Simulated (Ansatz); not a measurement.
CdC4F6 single point

Input file of Ansatz 0.2.0:

```yaml
crystal:
  lattice:
    - [5.015094, 0.0, 0.0]
    - [-1.711639, 5.543106, 0.0]
    - [-2.140644, -2.364501, 5.629453]
  atoms:
    - { symbol: Cd, position: [0.0, 0.0, 0.0] }
    - { symbol: C, position: [0.211, 0.131, 0.8091] }
    - { symbol: C, position: [0.789, 0.869, 0.1909] }
    - { symbol: F, position: [0.3881, 0.0127, 0.7443] }
    - { symbol: F, position: [0.6119, 0.9873, 0.2557] }
    - { symbol: C, position: [0.192, 0.324, 0.7372] }
    - { symbol: C, position: [0.808, 0.676, 0.2628] }
    - { symbol: F, position: [0.3306, 0.4104, 0.617] }
    - { symbol: F, position: [0.6694, 0.5896, 0.383] }
    - { symbol: F, position: [0.028, 0.4587, 0.7829] }
    - { symbol: F, position: [0.972, 0.5413, 0.2171] }
kpoints:
  mp_grid: { grid: [4, 4, 3], shift: [0.0, 0.5, 0.0] }
magnetization:
  spin_polarized: false
scf:
  occupations: { method: gaussian, width: 0.066 }
  lower_state_search: "off"
  max_iter: 200
hamiltonian:
  pseudopotentials: { kind: paw }
  xc: pbe
  hubbard:
    projectors: all-electron-ortho-atomic
    sites: [{ species: C, l: p, u_eff: 6.7 }]
basis:
  ecutwfc: 420
  fft_grid_basis: typed
output:
  forces: true
  stress: true
  eigenvalues: true
  populations: true
  elf: true
  write_potential: true
  volumetric_format: npy
  dos:
    e_range: [-12, 8]
    de: 0.05
    projected: { site_lists: { C: [C], Cd: [Cd], F: [F] } }
checkpoint:
  read: saved_state
```

The saved state is an earlier solution for the same cell, perhaps on another mesh. 

Excerpt of what it printed:

```
Cd: projections on atomic orbitals take those of the free atom [Ar 3d10] 4s2 4p6 4d10 5s2, of charge +0.00 (hamiltonian.pseudopotentials.projection_atoms); the dataset's partial waves leave at most 1.3e-5 of an orbital's norm unspanned inside its sphere
C: projections on atomic orbitals take those of the free atom [He] 2s2 2p2, of charge +0.00 (hamiltonian.pseudopotentials.projection_atoms); the dataset's partial waves leave at most 3.7e-9 of an orbital's norm unspanned inside its sphere
F: projections on atomic orbitals take those of the free atom [He] 2s2 2p5, of charge +0.00 (hamiltonian.pseudopotentials.projection_atoms); the dataset's partial waves leave at most 1.6e-8 of an orbital's norm unspanned inside its sphere
Pseudopotentials: kind: paw
Pseudopotential: Cd, paw, valence charge 20, recommended cutoff 420 eV (normal), Cd.paw.azcp
Pseudopotential: C, paw, valence charge 4, recommended cutoff 420 eV (normal), C.paw.azcp
Pseudopotential: F, paw, valence charge 7, recommended cutoff 420 eV (normal), F.paw.azcp
Functional definition: PBE
  exchange = pbe_x(kappa = kappa, mu = beta*pi^2/3)
  correlation = pbe_c(beta = beta)
Crystal: 11 atoms, lattice volume = 156.494 Å³
Basis set: ecut = 420 eV, 3071 PW (Γ), exchange–correlation on 72×80×90 points (8 copies of the dense FFT grid, shifted against one another)
Bands: 50, of which v1, the nominal top of the filled ones, is band 39 counted from 1 (38 counted from 0)
Symmetry: 2 space group operations
Space group: P-1 (ITA 2), of the structure as read, at distance tolerance 5.4e-5 Å
k-points: 24 of 48
Initial density: read from a saved state, or passed on in memory by an earlier SCF of this step, an earlier step, the calling program or the single point that the run made first
Functional: x = pbe(κ = 0.804, μ = 0.2195), c = pbe(β = 0.0667)
Free energy (F): -14081.8279 eV
Harris-Foulkes:  -14081.8279 eV  (|F-HF|=2.98e-8)
Internal energy: -14081.8279 eV  (E = F + TS)
E sigma→0 (E₀):  -14081.8279 eV
Fermi energy:    4.5527 eV
--- Forces (eV/Å), atoms counted from 1 ---
  atom   1  Cd     0.0000     0.0000     0.0000
  atom   2  C     -0.1841     0.3716    -0.0929
  atom   3  C      0.1841    -0.3716     0.0929
  atom   4  F      0.4024     0.0825    -0.1673
  atom   5  F     -0.4024    -0.0825     0.1673
  atom   6  C     -0.2666    -0.4327     0.3922
  atom   7  C      0.2666     0.4327    -0.3922
  atom   8  F      0.7619     0.8810    -0.7266
  atom   9  F     -0.7619    -0.8810     0.7266
  atom  10  F      0.0114    -0.1517     0.0192
  atom  11  F     -0.0114     0.1517    -0.0192
--- Stress (GPa, compression-positive) ---
        4.4454       3.8957      -3.2672
        3.8957       5.0211      -3.2515
       -3.2672      -3.2514       4.5805
  P = ⅓ Tr σ = 4.6823 GPa (46.823 kbar)
--- Löwdin populations: 11 sites ---
  site symbol       q [e]
     0     Cd     18.7288
     1      C      4.2676
     2      C      4.2676
     3      F      7.2726
     4      F      7.2726
     5      C      3.3855
     6      C      3.3855
     7      F      7.1934
     8      F      7.1934
     9      F      7.2261
    10      F      7.2261
  spilling = 0.0074 (of n_electrons = 78.0000)
```

Origin: a known structure type with other elements, at an estimated volume, so it need not be a known compound. Caveats: a Hubbard term without moments, so a magnetic state may lie lower.
